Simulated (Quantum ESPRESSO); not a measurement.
# Ti6CuV: one run as intended and one with a planted mistake

A calculation, not a measurement. The program is pw.x of Quantum ESPRESSO 7.5 (plane-wave density functional theory). The cell is made up: eight metal atoms on a face-centred cubic lattice, with elements, volume, strain and displacements drawn at random and not relaxed, so it may be unstable or far from any real phase. PseudoDojo standard norm-conserving files set the functional (PBE unless stated); there is no spin polarisation or spin-orbit coupling, the Fermi-Dirac width of 0.25 eV means electrons at about 2900 K, and the masses in the input are unused placeholders. The copper pseudopotential is less sure than most, with forces differing by about three percent and pressure by about two GPa from a second method on plain copper. A spin test at this wide smearing found no moment, but such smearing suppresses magnetism that the real alloy may have.

Intended input:

```
&control calculation='scf', pseudo_dir='./dojo.nc.sr.pbe.v0_5.standard.upf', outdir='./o', disk_io='minimal', tprnfor=.true., tstress=.true. /
&system ibrav=0, nat=8, ntyp=3, nbnd=69, ecutwfc=92.02030273, nosym=.true., tot_charge=0,
 occupations='smearing', smearing='fd', degauss=0.0183746611
/
&electrons conv_thr=1.470e-08, electron_maxstep=70, mixing_beta=0.5 /
ATOMIC_SPECIES
Cu 1.0 Cu.upf
Ti 1.0 Ti.upf
V 1.0 V.upf
CELL_PARAMETERS angstrom
-0.0037 1.9859 1.952
0.036 3.9743 -3.9065
-7.6608 -2.0157 1.9967
ATOMIC_POSITIONS angstrom
Ti 0.0031 -0.0458 -0.0346
Ti -3.8227 -0.0209 0.0102
Ti 0.0528 2.0175 -1.9963
Cu -3.7828 1.9645 -1.9145
V -5.7093 -0.0138 1.9652
Ti -2.0163 2.0292 0.0058
Ti -5.7087 1.9238 0.0143
Ti -1.8803 3.9736 -1.9153
K_POINTS automatic
8 5 3 1 1 1
```

The log is shortened where brackets say so; the opening notice, blank lines, dates and the lines on written files are dropped, and the path of the files is cut. It prints rydbergs, bohrs and kilobars, and counts compression as positive stress. Its total energy is the free energy E - TS of the whole cell.

Log of the intended run:

```
     Program PWSCF v.7.5
     Parallel version (MPI & OpenMP), running on       4 processor cores
     Number of MPI processes:                 4
     Threads/MPI process:                     1
     [start-up lines left out]
     bravais-lattice index     =            0
     lattice parameter (alat)  =       5.2622  a.u.
     unit-cell volume          =     800.2070 (a.u.)^3
     number of atoms/cell      =            8
     number of atomic types    =            3
     number of electrons       =       104.00
     number of Kohn-Sham states=           69
     kinetic-energy cutoff     =      92.0203  Ry
     charge density cutoff     =     368.0812  Ry
     scf convergence threshold =      1.5E-08
     mixing beta               =       0.5000
     number of iterations used =            8  plain     mixing
     Exchange-correlation= PBE
                           (   1   4   3   4   0   0   0)
     [axes and pseudopotential details left out]
   Cartesian axes
     site n.     atom                  positions (alat units)
         1        Ti     tau(   1) = (   0.0011133  -0.0164475  -0.0124254  )
         2        Ti     tau(   2) = (  -1.3727898  -0.0075055   0.0036630  )
         3        Ti     tau(   3) = (   0.0189613   0.7245150  -0.7169018  )
         4        Cu     tau(   4) = (  -1.3584611   0.7054819  -0.6875261  )
         5        V      tau(   5) = (  -2.0502967  -0.0049558   0.7057333  )
         6        Ti     tau(   6) = (  -0.7240841   0.7287167   0.0020829  )
         7        Ti     tau(   7) = (  -2.0500812   0.6908659   0.0051353  )
         8        Ti     tau(   8) = (  -0.6752444   1.4269803  -0.6878134  )
     number of k points=    60  Fermi-Dirac smearing, width (Ry)=  0.0184
                       cart. coord. in units 2pi/alat
        k(    1) = (  -0.0791889   0.0791364   0.0084984), wk =   0.0333333
        k(    2) = (   0.1637192   0.0782626   0.0098478), wk =   0.0333333
     [further k points left out]
     Dense  grid:    95395 G-vectors     FFT dimensions: (  36,  72,  96)
     Estimated max dynamical RAM per process >     345.59 MB
     Estimated total dynamical RAM >       1.28 GB
     Initial potential from superposition of free atoms
     starting charge     103.9891, renormalised to     104.0000
     Starting wfcs are   80 randomized atomic wfcs
     total cpu time spent up to now is        5.3 secs
     per-process dynamical memory:   284.5 Mb
     Self-consistent Calculation
     iteration #  1     ecut=    92.02 Ry     beta= 0.50
     Davidson diagonalization with overlap
     ethr =  1.00E-02,  avg # of iterations =  2.9
     total cpu time spent up to now is       16.0 secs
     total energy              =   -1209.41848069 Ry
     estimated scf accuracy    <      42.26718223 Ry
     iteration #  2     ecut=    92.02 Ry     beta= 0.50
     Davidson diagonalization with overlap
     ethr =  1.00E-02,  avg # of iterations =  5.3
     total cpu time spent up to now is       31.4 secs
     total energy              =   -1221.06015186 Ry
     estimated scf accuracy    <     258.34206713 Ry
     [iterations 3 to 31 left out]
     iteration # 32     ecut=    92.02 Ry     beta= 0.50
     Davidson diagonalization with overlap
     ethr =  8.32E-11,  avg # of iterations =  3.8
     total cpu time spent up to now is      318.8 secs
     total energy              =   -1239.09265020 Ry
     estimated scf accuracy    <       0.00000002 Ry
     iteration # 33     ecut=    92.02 Ry     beta= 0.50
     Davidson diagonalization with overlap
     ethr =  1.79E-11,  avg # of iterations =  5.8
     total cpu time spent up to now is      331.3 secs
     End of self-consistent calculation
     [lines on levels left out]
!    total energy              =   -1239.09265020 Ry
     estimated scf accuracy    <          6.2E-09 Ry
     smearing contrib. (-TS)   =      -0.16331266 Ry
     internal energy E=F+TS    =   -1238.92933753 Ry
     The total energy is F=E-TS. E is the sum of the following terms:
     one-electron contribution =    -533.50287904 Ry
     hartree contribution      =     312.78889563 Ry
     xc contribution           =    -174.80531979 Ry
     ewald contribution        =    -843.41003433 Ry
     convergence has been achieved in  33 iterations
     Forces acting on atoms (cartesian axes, Ry/au):
     atom    1 type  2   force =    -0.00506295    0.02434208   -0.01524057
     atom    2 type  2   force =    -0.01447767   -0.01449972    0.01962013
     atom    3 type  2   force =     0.01030758   -0.02167019    0.02745968
     atom    4 type  1   force =    -0.02225448    0.01139851   -0.01203928
     atom    5 type  3   force =     0.01121351   -0.01012597    0.01106037
     atom    6 type  2   force =     0.01239681   -0.00422615   -0.00704451
     atom    7 type  2   force =     0.02877882    0.02083654   -0.01784803
     atom    8 type  2   force =    -0.02090162   -0.00605511   -0.00596778
     Total force =     0.080107     Total SCF correction =     0.000222
     Computing stress (Cartesian axis) and pressure
          total   stress  (Ry/bohr**3)                   (kbar)     P=      140.15
   0.00088565  -0.00005800   0.00009078          130.28       -8.53       13.35
  -0.00005800   0.00098905  -0.00002081           -8.53      145.49       -3.06
   0.00009078  -0.00002081   0.00098336           13.35       -3.06      144.66
     init_run     :      4.95s CPU      5.12s WALL (       1 calls)
     electrons    :    318.84s CPU    325.96s WALL (       1 calls)
     forces       :      1.50s CPU      1.52s WALL (       1 calls)
     stress       :      5.13s CPU      5.13s WALL (       1 calls)
     [timing details left out]
     PWSCF        :   5m30.61s CPU   5m37.98s WALL
     JOB DONE.
```

A second run has one planted mistake: two atoms have their elements exchanged. The input lines that differ:

```
- Cu -3.7828 1.9645 -1.9145
+ Ti -3.7828 1.9645 -1.9145
- Ti -2.0163 2.0292 0.0058
+ Cu -2.0163 2.0292 0.0058
```

Its log:

```
     Program PWSCF v.7.5
     Parallel version (MPI & OpenMP), running on       4 processor cores
     Number of MPI processes:                 4
     Threads/MPI process:                     1
     [start-up lines left out]
     bravais-lattice index     =            0
     lattice parameter (alat)  =       5.2622  a.u.
     unit-cell volume          =     800.2070 (a.u.)^3
     number of atoms/cell      =            8
     number of atomic types    =            3
     number of electrons       =       104.00
     number of Kohn-Sham states=           69
     kinetic-energy cutoff     =      92.0203  Ry
     charge density cutoff     =     368.0812  Ry
     scf convergence threshold =      1.5E-08
     mixing beta               =       0.5000
     number of iterations used =            8  plain     mixing
     Exchange-correlation= PBE
                           (   1   4   3   4   0   0   0)
     [axes and pseudopotential details left out]
   Cartesian axes
     site n.     atom                  positions (alat units)
         1        Ti     tau(   1) = (   0.0011133  -0.0164475  -0.0124254  )
         2        Ti     tau(   2) = (  -1.3727898  -0.0075055   0.0036630  )
         3        Ti     tau(   3) = (   0.0189613   0.7245150  -0.7169018  )
         4        Ti     tau(   4) = (  -1.3584611   0.7054819  -0.6875261  )
         5        V      tau(   5) = (  -2.0502967  -0.0049558   0.7057333  )
         6        Cu     tau(   6) = (  -0.7240841   0.7287167   0.0020829  )
         7        Ti     tau(   7) = (  -2.0500812   0.6908659   0.0051353  )
         8        Ti     tau(   8) = (  -0.6752444   1.4269803  -0.6878134  )
     number of k points=    60  Fermi-Dirac smearing, width (Ry)=  0.0184
                       cart. coord. in units 2pi/alat
        k(    1) = (  -0.0791889   0.0791364   0.0084984), wk =   0.0333333
        k(    2) = (   0.1637192   0.0782626   0.0098478), wk =   0.0333333
     [further k points left out]
     Dense  grid:    95395 G-vectors     FFT dimensions: (  36,  72,  96)
     Estimated max dynamical RAM per process >     345.59 MB
     Estimated total dynamical RAM >       1.28 GB
     Initial potential from superposition of free atoms
     starting charge     103.9891, renormalised to     104.0000
     Starting wfcs are   80 randomized atomic wfcs
     total cpu time spent up to now is        5.3 secs
     per-process dynamical memory:   284.5 Mb
     Self-consistent Calculation
     iteration #  1     ecut=    92.02 Ry     beta= 0.50
     Davidson diagonalization with overlap
     ethr =  1.00E-02,  avg # of iterations =  2.8
     total cpu time spent up to now is       15.6 secs
     total energy              =   -1206.72851187 Ry
     estimated scf accuracy    <      45.98450669 Ry
     iteration #  2     ecut=    92.02 Ry     beta= 0.50
     Davidson diagonalization with overlap
     ethr =  1.00E-02,  avg # of iterations =  5.5
     total cpu time spent up to now is       31.2 secs
     total energy              =   -1220.81436367 Ry
     estimated scf accuracy    <     288.67466194 Ry
     [iterations 3 to 29 left out]
     iteration # 30     ecut=    92.02 Ry     beta= 0.50
     Davidson diagonalization with overlap
     ethr =  3.99E-11,  avg # of iterations =  5.8
     total cpu time spent up to now is      302.3 secs
     total energy              =   -1239.09556670 Ry
     estimated scf accuracy    <       0.00000002 Ry
     iteration # 31     ecut=    92.02 Ry     beta= 0.50
     Davidson diagonalization with overlap
     ethr =  1.54E-11,  avg # of iterations =  3.0
     total cpu time spent up to now is      311.5 secs
     End of self-consistent calculation
     [lines on levels left out]
!    total energy              =   -1239.09556670 Ry
     estimated scf accuracy    <          9.2E-09 Ry
     smearing contrib. (-TS)   =      -0.16326405 Ry
     internal energy E=F+TS    =   -1238.93230264 Ry
     The total energy is F=E-TS. E is the sum of the following terms:
     one-electron contribution =    -524.79348886 Ry
     hartree contribution      =     308.43816434 Ry
     xc contribution           =    -174.81360712 Ry
     ewald contribution        =    -847.76337100 Ry
     convergence has been achieved in  31 iterations
     Forces acting on atoms (cartesian axes, Ry/au):
     atom    1 type  2   force =    -0.01174631    0.03266826   -0.02588856
     atom    2 type  2   force =     0.01296888   -0.00326101    0.00660796
     atom    3 type  2   force =    -0.01774078   -0.02958739    0.03591362
     atom    4 type  2   force =    -0.00508894    0.00866124   -0.00759807
     atom    5 type  3   force =     0.00479003   -0.00623609    0.00727324
     atom    6 type  1   force =     0.02852557   -0.01247790    0.00362440
     atom    7 type  2   force =    -0.00946865    0.01018202   -0.00819823
     atom    8 type  2   force =    -0.00223978    0.00005088   -0.01173436
     Total force =     0.078975     Total SCF correction =     0.000365
     Computing stress (Cartesian axis) and pressure
          total   stress  (Ry/bohr**3)                   (kbar)     P=      143.22
   0.00087594  -0.00002959   0.00004953          128.86       -4.35        7.29
  -0.00002959   0.00103318  -0.00001482           -4.35      151.99       -2.18
   0.00004953  -0.00001482   0.00101172            7.29       -2.18      148.83
     init_run     :      5.01s CPU      5.17s WALL (       1 calls)
     electrons    :    299.60s CPU    306.31s WALL (       1 calls)
     forces       :      1.49s CPU      1.51s WALL (       1 calls)
     stress       :      5.02s CPU      5.02s WALL (       1 calls)
     [timing details left out]
     PWSCF        :   5m11.21s CPU   5m18.14s WALL
     JOB DONE.
```

```
                                            intended run  run with the mistake
                          free energy (eV)    -16858.714            -16858.754
         entropy term -TS, part of it (eV)        -2.222                -2.221
                            pressure (GPa)         14.01                 14.32
size of the largest force component (eV/Å)         0.740                 0.923
largest change of a force component (eV/Å)                               0.983
                                iterations            33                    31
```

For scale, a rerun of the intended cell at a higher cutoff and on a denser mesh moved values by no more than 0.002 eV in energy, 0.02 GPa in stress and 0.003 eV/Å in force, and a second program with other atomic files agreed on that cell to 2 % rms in force and 0.5 GPa in pressure.